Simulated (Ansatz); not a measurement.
An Ansatz (a quantum-chemistry and plane-wave program) run. Input:

Ansatz 0.2 input:
```yaml
crystal:
  lattice:
    - [0.0, 2.246540361, 2.246540361]
    - [2.246540361, 0.0, 2.246540361]
    - [2.246540361, 2.246540361, 0.0]
  atoms:
    - { symbol: Mg, position: [0.0, 0.0, 0.0] }
kpoints:
  mp_grid: { grid: [20, 20, 20] }
hamiltonian:
  xc: pbesol
  pseudopotentials: { kind: paw }
scf:
  occupations: { method: fermi_dirac, width: 0.1 }
phonons:
  method: dfpt
  response_accuracy: low
  qmesh: [5, 5, 5]
  interpolated_qmesh: [21, 21, 21]
  dielectric: false
  rigid_motions: translations
  temperatures: { t_max: 1000, t_step: 50 }
  qpath:
    path:
      - [[0.0, 0.0, 0.0], [0.5, 0.0, 0.5], [0.625, 0.25, 0.625]]  # Γ-X-U
      - [[0.375, 0.375, 0.75], [0.0, 0.0, 0.0], [0.5, 0.5, 0.5], [0.5, 0.25, 0.75], [0.5, 0.0, 0.5]]  # K-Γ-L-W-X
    npoints: 13
```

Output (shortened):

```
Pseudopotentials: kind: paw
Pseudopotential: Mg, paw, valence charge 10
Functional definition: PBEsol
Crystal: 1 atoms, lattice volume = 22.676 Å³
Basis set: ecut = 420 eV, 459 PW (Γ), exchange–correlation on 48×48×48 points (8 copies of the dense FFT grid, shifted against one another)
Bands: 9, of which v1, the nominal top of the filled ones, is band 5 counted from 1 (4 counted from 0)
Symmetry: 48 space group operations
k-points: 256 of 8000
PAW frozen core: Mg, regenerated for the run's functional, and the local potential with it
Initial wavefunctions: pseudopotential atomic-orbital guess
Eigensolver: davidson
Functional: x = pbesol(κ = 0.804, μ = 0.12345679012345678), c = pbesol(β = 0.046)
SCF iter   1: F=—  HF=-1912.045742 eV  |F-HF|=—  |Δ(HF+E_count)|=         —  Δρ=2.03e-3  dr2=3.56e-4  ethr=1.77e-3  ⟨swp⟩=5.3  Hψ=16008  notcnv=0
all-band conjugate gradients solve this SCF's bands
preconditioner: auto → none
SCF iter   2: F=—  HF=-1912.045364 eV  |F-HF|=—  |Δ(HF+E_count)|=   3.78e-4  Δρ=5.69e-4  dr2=2.84e-5  ethr=3.56e-6  ⟨swp⟩=2.1  Hψ=5627  notcnv=0
SCF iter   3: F=—  HF=-1912.045346 eV  |F-HF|=—  |Δ(HF+E_count)|=   1.75e-5  Δρ=9.24e-5  dr2=8.50e-7  ethr=2.84e-7  ⟨swp⟩=2.0  Hψ=3588  notcnv=0
SCF iter   4: F=—  HF=-1912.045346 eV  |F-HF|=—  |Δ(HF+E_count)|=   2.49e-7  Δρ=1.81e-5  dr2=3.55e-8  ethr=8.50e-9  ⟨swp⟩=2.4  Hψ=3398  notcnv=0
SCF iter   5: F=—  HF=-1912.045346 eV  |F-HF|=—  |Δ(HF+E_count)|=   1.39e-8  Δρ=3.08e-6  dr2=1.32e-9  ethr=3.55e-10  ⟨swp⟩=2.1  Hψ=3583  notcnv=0
SCF iter   6: F=-1912.045346 eV  HF=-1912.045346 eV  |F-HF|=6.59e-12  |Δ(HF+E_count)|=  7.08e-10  Δρ=2.41e-7  dr2=8.28e-12  ethr=1.00e-12  ⟨swp⟩=4.6  Hψ=9878  notcnv=0
SCF 1 converged in 6 iterations: F = -1912.045346 eV  dr2 = 8.28e-12
NSCF: frozen V_eff on 256 k-points
WARN: eigensolver did not converge (k=12): 1 band(s) unlocked after 20 sweeps at ethr=1.00e-12 eV (lowest unlocked band 8, counted from 0 …
WARN: eigensolver did not converge in 6 slots of this pass, the one above among them; of largest residual over every band (k=28) …
NSCF: frozen V_eff on 641 k-points
DFPT response loops at q = (0, 0, 0) (fractional): preconditioner auto → Kerker (q_TF=auto, 2.380 Å⁻¹) (partly filled bands, converged f_vac=0.000) …
NSCF: frozen V_eff on 8400 k-points
DFPT response loops at q = (0, 0, 0.2) (fractional): mixed as the last ones told, above
NSCF: frozen V_eff on 8400 k-points
DFPT response loops at q = (0, 0, 0.4) (fractional): mixed as the last ones told, above
NSCF: frozen V_eff on 4420 k-points
DFPT response loops at q = (0, 0.2, 0.2) (fractional): mixed as the last ones told, above
NSCF: frozen V_eff on 16000 k-points
DFPT response loops at q = (0, 0.2, 0.4) (fractional): mixed as the last ones told, above
NSCF: frozen V_eff on 16000 k-points
DFPT response loops at q = (0, 0.2, -0.4) (fractional): mixed as the last ones told, above
NSCF: frozen V_eff on 8400 k-points
DFPT response loops at q = (0, 0.2, -0.19999999999999996) (fractional): mixed as the last ones told, above
NSCF: frozen V_eff on 4420 k-points
DFPT response loops at q = (0, 0.4, 0.4) (fractional): mixed as the last ones told, above
NSCF: frozen V_eff on 8400 k-points
DFPT response loops at q = (0, 0.4, -0.4) (fractional): mixed as the last ones told, above
NSCF: frozen V_eff on 8400 k-points
DFPT response loops at q = (0.2, 0.4, -0.4) (fractional): mixed as the last ones told, above
SCF converged after 6 iterations
Free energy (F): -1912.045346 eV
Harris-Foulkes:  -1912.045346 eV  (|F-HF|=6.59e-12)
Internal energy: -1912.030225 eV  (E = F + TS)
E sigma→0 (E₀):  -1912.037786 eV
Entropy (-TS):   -0.015121 eV (-15.121 meV/atom)
Fermi energy:    5.683126 eV
--- Per-component energies (eV) ---
  E_band       = -355.069300
  E_kinetic    = 74.945230
  E_local      = -1615.621574  (includes V_loc(G=0)·N_el)
  E_nonlocal   = 96.412787
  E_hartree    = 576.312496
  E_xc         = -28.151812
  E_vxc        = -36.499325  (∫ρ·V_xc dr)
  E_paw        = -281.296669  (= ΣΔE_a)
  E_vpaw       = -26.931483  (= ΣTr[D̂ρ^β])
  E_aug_tail   = -0.000002  (compensation charges beyond the density's cutoff)
  E_ewald      = -734.689543
  E_core_change = 0.058862  (= ΣΔE_core)
  E_smearing   = -0.015121  (= −TS)
  E_closure    = 0.000000  (closes the sum)
  Σ components = -1912.045346   (vs F -1912.045346, Δ=0.00e0)
  [band-id]    e_kinetic+e_local+e_nonlocal+2·e_hartree+e_vxc+e_vpaw+e_augmentation_tail = -355.069376   (vs E_band -355.069300, Δ=-7.52e-5)
--- Band table (eV; the first three rows and the last of 256) ---
  k-point 0: bands = ["-69.9192", "-36.8437", "-36.8437", "-36.8437", "-1.2757", "18.1326", "18.1326", "18.1326", "20.1159"]
  k-point 1: bands = ["-69.9191", "-36.8445", "-36.8438", "-36.8438", "-1.2195", "17.1206", "17.9942", "17.9942", "20.1638"]
  k-point 2: bands = ["-69.9189", "-36.8469", "-36.8441", "-36.8441", "-1.0510", "15.4979", "17.7018", "17.7018", "19.9761"]
  k-point 255: bands = ["-69.9151", "-36.8663", "-36.8663", "-36.8568", "7.1477", "7.1477", "7.6664", "9.2859", "20.8156"]
  band table: 9 of 9 bands, residual norms ≤ 1.0e-3 eV
--- Phonons (Γ-DFPT): 1 representative perturbation + reference (Σ response iterations 2) ---
  ASR residual: 2.669e-4 → 0.000e0 eV/Å²; symmetrization residual: 5.856e-13 eV/Å²
  ASR residual per site (eV/Å²): 2.67e-4
  Γ frequencies (cm⁻¹): 0.00 0.00 0.00
  non-analytic LO–TO correction: not included (Born effective charges unavailable; polar crystals …
--- Phonons (arbitrary-q DFPT): 10 irreducible q on the 5×5×5 mesh ---
  q = [0.0000, 0.0000, 0.0000] (star 1, of the zone-centre solve; hermiticity 1.82e-9, symmetrization 1.29e-9):  0.00  0.00 0.00
  q = [0.0000, 0.0000, 0.2000] (star 8, 1 solved perturbation on 4200 of 8000 k-point pairs; hermiticity 5.24e-13, symmetrization 2.15e-12): 69.51 69.51 151.98
  q = [0.0000, 0.0000, 0.4000] (star 8, 1 solved perturbation on 4200 of 8000 k-point pairs; hermiticity 2.06e-13, symmetrization 1.02e-12): 117.32 117.32 236.05
  q = [0.0000, 0.2000, 0.2000] (star 6, 2 solved perturbations in 3420 linear systems a pass and spin channel, the states on 2210 of 8000 k-point pairs; hermiticity 2.72e-12, symmetrization 1.80e-12): 108.27 108.27 143.36
  q = [0.0000, 0.2000, 0.4000] (star 24, 2 solved perturbations in 12200 linear systems a pass and spin channel, the states on 8000 of 8000 k-point pairs; hermiticity 3.97e-7, symmetrization 4.08e-13): 140.10 142.36 217.24
  q = [0.0000, 0.2000, -0.4000] (star 24, 2 solved perturbations in 12200 linear systems a pass and spin channel, the states on 8000 of 8000 k-point pairs; hermiticity 2.68e-7, symmetrization 2.76e-13): 136.12 167.88 233.54
  q = [0.0000, 0.2000, -0.2000] (star 12, 2 solved perturbations in 6410 linear systems a pass and spin channel, the states on 4200 of 8000 k-point pairs; hermiticity 2.09e-13, symmetrization 5.94e-13): 94.33 143.81 199.35
  q = [0.0000, 0.4000, 0.4000] (star 6, 2 solved perturbations in 3420 linear systems a pass and spin channel, the states on 2210 of 8000 k-point pairs; hermiticity 1.78e-13, symmetrization 2.18e-13): 175.03 175.03 230.44
  q = [0.0000, 0.4000, -0.4000] (star 12, 2 solved perturbations in 6410 linear systems a pass and spin channel, the states on 4200 of 8000 k-point pairs; hermiticity 1.03e-13, symmetrization 5.98e-13): 171.22 198.05 229.51
  q = [0.2000, 0.4000, -0.4000] (star 24, 3 solved perturbations on 4200 of 8000 k-point pairs; hermiticity 3.87e-7, symmetrization 7.32e-13): 161.70 195.91 221.79
  sum rule: each row above includes the acoustic sum rule's correction from the zone centre's row sums; it moved no ω² by more than (1.73 cm⁻¹)²
  mesh force constants: q→R imaginary residual 0.00e0; ASR residual 2.669e-4 → 0.000e0 eV/Å²; symmetrization residual 4.441e-16 eV/Å²
  interpolated dispersion: 80 rows × 3 modes
  density of states and harmonic sums: on the 21×21×21 q-mesh, interpolated from the force constants of a 5×5×5 supercell (no non-analytic term)
  largest difference from the sums on the solved wave vectors: F 6.26e-3 eV, S 8.30e-6 and C_V 2.04e-6 eV/K
  zero-point energy: 0.031271 eV/cell   skipped modes (ω ≤ 0): 3   left out of the sums: 1.08e-4 of the cell's modes …
```

Cost: about 13 core-minutes (a rough figure) on shared cores.

Space group Fm-3m (fcc (Cu type)). The workflow started from a Materials Project entry (that database holds measured and hypothetical structures alike); the Crystallography Open Database copy checked does not list it. It is not the phase usual at ambient conditions (space group No. 194). The PBEsol relaxation kept the symmetry of its start.

Potentials: the later of the program's two PAW sets.

Ansatz is a plane-wave DFT program.
